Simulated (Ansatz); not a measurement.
**Calculated with Ansatz: ZrSbCl3, relaxation**

Input:

```yaml
crystal:
  lattice:
    - [3.573299, 3.577545, 0.0]
    - [3.573299, -3.577545, 0.0]
    - [0.0, 0.0, -5.015965]
  atoms:
    - { symbol: Sb, position: [0.0, 0.0, 0.0] }
    - { symbol: Cl, position: [0.482, 0.038, 0.5] }
    - { symbol: Cl, position: [0.962, 0.518, 0.5] }
    - { symbol: Cl, position: [0.48, 0.52, 0.0] }
    - { symbol: Zr, position: [0.469, 0.531, 0.5] }
  symmetry: { tolerance: 0.0003 }
kpoints:
  mp_grid: { grid: [6, 6, 6], shift: [0, 0, 0] }
magnetization:
  spin_polarized: false
scf:
  occupations: { method: fermi_dirac }
  lower_state_search: "off"
hamiltonian:
  pseudopotentials: { kind: paw }
  xc: r2scan
basis:
  ecutwfc: 500
  fft_grid_basis: typed
relax:
  max_steps: 40
  f_tol: 0.03
output:
  forces: true
  stress: true
  eigenvalues: true
  bader: true
  populations: true
  elf: true
  write_potential: true
  volumetric_format: npy
  dos:
    e_range: [-12, 8]
    de: 0.05
    projected: { site_lists: { Cl: [Cl], Sb: [Sb], Zr: [Zr] } }
checkpoint:
  read: saved_state
```

Launch command:

```bash
ansatz run input.yaml --threads 2 --pin off --max-ram 2560MiB --backend cpu --events-out ev --progress --plain --runs-dir out
```

Origin of the cell: a known structure type with other elements, at an estimated volume, so it need not be a known compound.

The smearing width isn't typed, so it takes its default of 0.1 eV.

The saved state is a converged single point of the same cell.

Steps:

```csv
step,ΔF (meV/atom),max force component (eV/Å),SCF iterations,step was
1,0.0,0.340,7,accepted
2,-2.6,0.209,6,accepted
3,-7.2,0.216,7,accepted
4,-18.4,0.537,7,accepted
5,-66.7,1.014,7,accepted
6,-135.7,0.898,7,accepted
7,-162.7,0.198,6,accepted
8,-162.8,0.279,5,accepted
9,-163.7,0.021,5,accepted
10,-163.7,0.021,3,accepted
```

The starting structure.

Space group Amm2 (No. 38); the run's cell has a = 5.056 Å, b = 5.056 Å, c = 5.016 Å, α = 90.00°, β = 90.00°, γ = 90.07°. Shortest distances: Cl–Zr 2.49 Å, Cl–Cl 3.43 Å, Cl–Sb 3.43 Å.

After:

Space group Amm2 (No. 38); the run's cell has a = 5.056 Å, b = 5.056 Å, c = 5.016 Å, α = 90.00°, β = 90.00°, γ = 90.07°. Shortest distances: Cl–Zr 2.38 Å, Cl–Cl 2.79 Å, Cl–Sb 3.06 Å, Sb–Zr 3.20 Å.

```xyz
5
Lattice="3.5733 3.5775 0.0000 3.5733 -3.5775 0.0000 0.0000 0.0000 -5.0160" Properties=species:S:1:pos:R:3 pbc="T T T"
Sb    0.0000    0.5742    0.0000
Cl    2.1762    1.5992   -2.5080
Cl    4.9704    1.5992   -2.5080
Cl    3.5733    0.0520    0.0000
Zr    3.5733   -1.0127   -2.5080
```

```
Free energy lowered by  : 163.7 meV/atom
Final pressure          : 1.04 GPa
Relaxation steps listed : 10
```

Caveats: no moments, though an odd count or open d shells may carry them; no spin-orbit coupling, though heavy elements are present; the SCF threshold is looser than advised for a stress; the relaxation held the start's symmetry, so the end may be a saddle point.

Time: 140 s of wall time on 2 CPU thread(s) of a shared host, from a saved density.
